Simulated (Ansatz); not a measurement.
One starting cell of Al2Au (a generated cell, Al2Au placed in the AFLOW prototype A2B_mP12_14_2e_e (C43, as in ZrO2)) was relaxed twice with Ansatz (plane waves, PAW, scalar-relativistic): with PBEsol at 420 eV and with PBE at 420 eV. The PBEsol result:

```
Al2Au
1.0
    0.00000     3.00158     3.00158
    3.00158     0.00000     3.00158
    3.00158     3.00158     0.00000
Au Al
1 2
Cartesian
  0.00000   0.00000   0.00000
  4.50238   4.50238   4.50238
  1.50079   1.50079   1.50079
```

```tsv
quantity	PBEsol	PBE
space group	Fm-3m	Fm-3m
volume (Å³/atom)	18.03	[?]
a (Å)	6.003	[?]
gap (eV, no spin-orbit coupling)	0.00	[?]
```

**Question.** What does PBE give for the same quantities?

**Answer.** 
- volume (Å³/atom), PBE: 18.55
- a (Å), PBE: 6.061
- gap (eV, no spin-orbit coupling), PBE: 0.00

Both levels end in the same structure; PBE's volume is 2.9 % larger. Neither column is exact.

No spin polarisation in the result.

The run could not lose the symmetry of its start.

The first start was generated by placing the elements on the sites of a structure type. A measured structure of Al2Au has the same space group, Fm-3m (No. 225); the sites were not compared with it.

Ansatz is a first-principles code.
